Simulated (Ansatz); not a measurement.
Consider the following.

Starting cell, C (graphite type, space group P6_3/mmc):

```yaml
crystal:
  lattice:
    - [2.45537, 0.00000, 0.00000]
    - [-1.22769, 2.12641, 0.00000]
    - [0.00000, 0.00000, 6.67102]
  atoms:
    - { symbol: C, position: [0.00000, 0.00000, 0.25000] }
    - { symbol: C, position: [0.00000, 0.00000, 0.75000] }
    - { symbol: C, position: [0.33333, 0.66667, 0.25000] }
    - { symbol: C, position: [0.66667, 0.33333, 0.75000] }
```

In each cell atom 1 (C, nearest neighbour C at 1.418 Å; its periodic images, 2.5 Å or more away, move with it) moves by s·(0.707, 0.707, 0.000) (along Cartesian [110]), the rest being held.

Level of theory: r2SCAN+rVV10 (plane waves to 500 eV, PAW, scalar-relativistic; Ansatz, a program for electronic structure). k mesh 12×12×4 (Γ-centred), Fermi-Dirac smearing 0.05 eV. Energies are smeared free energies. With partly filled bands, energies and forces of such displacements shift with the k mesh and the smearing. C was relaxed with its symmetry unable to fall. The zero of ΔE is the undisplaced structure.

The scan covers s from -0.140 to 0.140 Å in 11 points.

Task: Is the energy the same for displacements of ±0.140 Å, and if not, which side lies higher?

Result: Not even: the negative side lies higher at ±0.140 Å. With its periodic images moving along, the atom's site symmetry in this cell is -6m2.

Task: What force acts on the atom along the line at s = -0.140 Å?

Result: 8.89 eV/Å.

Task: What is the force constant k = d²E/ds² of this move at s = 0?

Result: 54.4 eV/Å².

(For displaced atoms, the force is minus the slope of the energy, and its curvature is a force constant, which sets phonon frequencies.)
